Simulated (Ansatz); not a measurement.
HfSi (rock salt, Fm-3m) at seven volumes, DFT-HSE06 in the program Ansatz with PAW potentials, scaled uniformly. One row is withheld.

```json
[
 {"V (Å³/atom)": "17.381", "P (GPa)": "13.41"},
 {"V (Å³/atom)": "17.954", "P (GPa)": "?"},
 {"V (Å³/atom)": "18.527", "P (GPa)": "3.94"},
 {"V (Å³/atom)": "19.100", "P (GPa)": "0.01"},
 {"V (Å³/atom)": "19.673", "P (GPa)": "-3.26"},
 {"V (Å³/atom)": "20.246", "P (GPa)": "-6.19"},
 {"V (Å³/atom)": "20.819", "P (GPa)": "-8.83"}
]
```

Question: Fit the shown pressures and predict the withheld one.

Answer: P = (3/2)B₀(x^(7/2) − x^(5/2))[1 + (3/4)(B′ − 4)(x − 1)] with x = (V₀/V)^(2/3). Least squares on the six rows gives V₀ = 19.111 Å³/atom, B₀ = 120 GPa, B′ = 3.52. At V = 17.954, x = 1.0425 and P = 8.36 GPa. The run itself gave 8.40 GPa.

A made-up cell: these elements were put on the sites of a structure type; neither database checked (COD, Materials Project) lists it. COD files the formula under space group No. 62, so this cell is another polymorph or a model. Whether it is the stable phase at ambient conditions was not checked. The cell was relaxed with HSE06 under the symmetry of its start; whether a distortion lowers the energy is not shown. No spin polarisation was allowed. The hybrid run found no gap, on a coarse k-mesh. Scalar-relativistic: spin–orbit coupling is off unless named, which matters more the heavier the elements.

Potentials: the later of the program's two PAW sets.
